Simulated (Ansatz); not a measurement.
MgO in space group R-3m (No. 166; Pearson symbol hR16), DFT-r²SCAN in the program Ansatz with PAW potentials, all energies at zero smearing, with the estimated change up to a 700 eV cutoff added, with one set of potentials and settings (totals compare only within such a set). Cell of 16 atoms (8 Mg, 8 O): -19985.562 eV.

```
element                            reference phase  E (eV/atom)
-------  -----------------------------------------  -----------
Mg                   P6_3/mmc, 2 atoms in the cell   -1926.4080
O        C2/m, 4 atoms in the cell, spin-polarised    -566.0346
```

Formation energy per atom, worked out: (-19985.562 − 8×(-1926.4080) − 8×(-566.0346))/16 = -2.876 eV/atom (-278 kJ per mol of atoms), at 0 K, without zero-point energy or fitted corrections.

The first step of the workflow began from a Materials Project structure, measured or hypothetical; the Crystallography Open Database copy checked does not list it. It is not the phase usual at ambient conditions (space group No. 225). Symmetry was held in the r²SCAN relaxation; its stability against distortions is not shown here. The references are the lowest solids computed at this level, not always the standard phases (solids in place of the gases).

Potentials: the earlier of the program's two PAW sets.
